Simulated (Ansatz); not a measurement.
**What DFT gives for Na (Im-3m)**

Conventional cell: a = 4.169 Å, b = 4.169 Å, c = 4.169 Å, α = 90.00°, β = 90.00°, γ = 90.00°. Around Na (atom 1) lie 8 Na at 3.61 Å.

Ansatz runs use the cell relaxed by PAW under their functional.

Question: What do its conduction electrons give? (PBEsol, all-electron LAPW in Ansatz 0.2.0, scalar-relativistic; a = 4.169 Å; k mesh 14×14×14, fine mesh 20×20×20, Fermi-Dirac smearing of 0.050 eV, basis error target 1 meV/atom)

Answer: Fermi-surface sums: N(E_F) = 0.47 states/eV/atom, ħω_p (r.m.s. of x, y, z) = 6.1 eV, Fermi speed = 1.05×10⁶ m/s.

Question: How stiff is it? (PBEsol, all-electron LAPW in Ansatz 0.2.0, scalar-relativistic; a = 4.170 Å; k mesh 16×16×16, strains of ±0.008, Fermi-Dirac smearing of 0.080 eV, basis error target 1 meV/atom)

Answer: Elastic moduli (Hill averages, relaxed ions; θ_D from sound speeds over directions): B = 7.9 GPa, G = 3.1 GPa, C11 = 9.0 GPa, C44 = 6.7 GPa, ν = 0.328, θ_D = 159 K.

Question: How does it vibrate? (PBEsol, all-electron LAPW in Ansatz 0.2.0, scalar-relativistic; a = 4.169 Å; k mesh 16×16×16, Fermi-Dirac smearing of 0.050 eV, basis error target 1 meV/atom; q mesh 4×4×4)

Answer: Harmonic phonons by finite displacements (negative means unstable): highest mode = 131 cm⁻¹, lowest at N = 28.9 cm⁻¹, lowest at P = 101 cm⁻¹, lowest at H = 126 cm⁻¹, Grüneisen γ (heat-capacity mean at 300 K) = 1.20.

Question: Does the elastic Debye temperature match the top of the phonon spectrum?

Answer: k_Bθ_D corresponds to 111 cm⁻¹, against a highest mode of 131 cm⁻¹ on the mesh, a ratio of 0.85. The Debye cutoff comes from sound speeds alone and needn't equal it.

Limits of these numbers: these sums move with the mesh, by several per cent and more for small sheets (Fermi surface); responses of metals move with mesh and smearing (moduli, phonons).
